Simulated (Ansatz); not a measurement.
**VBiO$_{4}$: from a starting cell to a relaxed one**

The start is a relaxed VBiO4 cell, doubled along one cell vector, shaken by Gaussian noise of σ = 0.08 Å a coordinate. Cell shape, volume and atoms are optimised at zero target pressure with r2SCAN (plane waves to 500 eV, PAW, scalar-relativistic; Ansatz, a program for electronic structure). First-step values are on the input's coarse k-mesh.

Ansatz input (later rounds restart from its end on a renewed k-mesh):
Ansatz 0.2 input:
```yaml
crystal:
  lattice:
    - [0, 9.0063289972, 9.0063289972]
    - [4.5031644986, 0, 4.5031644986]
    - [4.5031644986, 4.5031644986, 0]
  atoms:
    - { symbol: Bi, position: [0.2578750041, 0.4871010466, 0.4977543501] }
    - { symbol: Bi, position: [0.7585940826, 0.4906448797, 0.5029808689] }
    - { symbol: O, position: [0.3269442656, 0.1010382, 0.6224478024] }
    - { symbol: O, position: [0.8243944141, 0.0702609598, 0.6294864209] }
    - { symbol: O, position: [0.3083631843, 0.671157793, 0.6349879724] }
    - { symbol: O, position: [0.8244383388, 0.650739475, 0.6426505844] }
    - { symbol: O, position: [0.0333919216, 0.6389441028, 0.6634817631] }
    - { symbol: O, position: [0.5307513425, 0.6369309479, 0.6588495883] }
    - { symbol: O, position: [0.3139513043, 0.6350118312, 0.0855336681] }
    - { symbol: O, position: [0.8182606392, 0.6336336109, 0.09226338] }
    - { symbol: V, position: [0.3770210221, 0.7585007649, 0.720706319] }
    - { symbol: V, position: [0.8711412647, 0.7645385647, 0.7462632648] }
basis: { ecutwfc: 500, ecutrho_ratio: 4, xc_grid: 4, fft_grid_basis: typed }
kpoints: { mp_grid: { grid: [3, 5, 5] } }
hamiltonian:
  xc: r2scan
  dispersion: none
  pseudopotentials: { kind: paw }
scf: { occupations: { method: fermi_dirac, width: 0.05 } }
relax: { f_tol: 0.01, max_steps: 100, cell: { stress_tol: 0.02 } }
output: { forces: true, stress: true }
```

**Question.** By how much does the energy per atom fall from start to end?

**Answer.** 0.28 eV/atom.

**Question.** Is the parent structure recovered?

**Answer.** It does not go back: it reaches P1 (No. 1), 159 meV/atom below the parent.

**Question.** How do the shortest distances between atoms change?

**Answer.** The closest pairs of elements (up to four, under 3.6 Å), start → end: O–V 1.59 → 1.69 Å; Bi–O 2.01 → 2.13 Å; O–O 2.63 → 2.69 Å; Bi–V 3.78 → 3.32 Å.

**Question.** Give the final cell and atomic positions.

**Answer.** 
```xyz
12
Lattice="4.6900 0.0000 0.0000 -2.2910 4.6684 0.0000 -1.7631 -0.8875 8.8119" Properties=species:S:1:pos:R:3 pbc="T T T"
Bi    -0.2327     3.4543     7.3344
Bi     1.8568     0.4706     2.7688
O      0.0310     2.0472     5.7332
O     -1.2631     3.8652     1.2688
O      2.5655     0.2830     5.5200
O      3.2231     1.0978     0.7850
O     -1.3612     1.6922     8.2190
O      0.0190    -0.0313     3.8710
O      0.1005    -0.6672     6.6923
O      0.7201     2.1772     2.1765
V     -0.4435     0.4280     5.4567
V     -0.4034     2.4073     0.8855
```

Final values are on a 8×7×4 k-mesh of the relaxed cell. The start holds a very short contact (O–V 1.59 Å). No spin polarisation in the result. No Hubbard U is applied.

Of the parent cell (F-43m (No. 216)): it is a generated cell of VBiO4: the first start was made by a random draw of sites in a space group, and the end was not matched to a known phase here, so it may be hypothetical. Known forms of VBiO4 include space group No. 88.

The first start was generated by a random draw of sites in a space group. Materials Project lists a structure of VBiO4 in the same space group, P1 (No. 1); the sites were not compared with it, nor with measured phases. Known forms of VBiO4 include space group No. 88.
